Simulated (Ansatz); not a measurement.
Trial structure of Si₅Ge, not yet relaxed:

```xyz
6
Lattice="0.0000 3.6404 3.6404 3.6404 0.0000 3.6404 3.6404 3.6404 0.0000" Properties=species:S:1:pos:R:3 pbc="T T T"
Si    1.8202    1.8202    1.8202
Si    2.7357    4.5451    2.7357
Si    2.7357    2.7357    4.5451
Si    4.5451    4.5451    4.5451
Si    4.5451    2.7357    2.7357
Ge    0.0000    0.0000    0.0000
```

Level of theory: Ansatz, DFT PBE, scalar-relativistic, plane waves, PAW. Cutoff 420 eV; k points 4×4×4 on the computed 6-atom cell (Γ-centred); Gaussian smearing, width 0.10 eV; no spin polarisation.

Formation energies are uncorrected and refer to the elements' standard structures at the same level.

**Question.** What does a single point on this coarse mesh give?

**Answer.** The pressure is -1.2 GPa (it wants to contract), the largest force is 0.12 eV/Å, and the energy is +0.61 eV/atom against the elements. The shortest distance is 2.56 Å.

**Question.** Is it a good guess?

**Answer.** A good one: relaxing gains under 0.1 eV/atom (the start's value is from the coarse mesh, so the gain is rough) in 4 ionic steps and ends at +0.58 eV/atom on the finer mesh. The symmetry stays F-43m (No. 216). The volume per atom shrinks by 0.9 %, from 16.1 to 15.9 Å³. The shortest distance stays 2.56 Å (Si–Si). Conventional cell: a = 7.258 Å. Si on a site of symmetry -43m is surrounded by 12 Si at 3.01 Å and 4 Ge at 3.14 Å; Si on a site of symmetry 3m is surrounded by 6 Si at 2.56–2.57 Å, 3 Si at 3.01 Å and 3 Ge at 3.01 Å; around Ge lie 16 Si at 3.01–3.14 Å.

The last run used a 10×10×10 mesh for its 6-atom cell and Gaussian smearing of 0.10 eV. The relaxation can't lower the symmetry of the start, and the grade says only how near the guess is to its own end. Symmetry constrained the relaxation, so the result can be a saddle point. Another cell of Si5Ge relaxed alike, in P6/mmm, lies 88 meV/atom lower, so this cell isn't the stable form at this level.
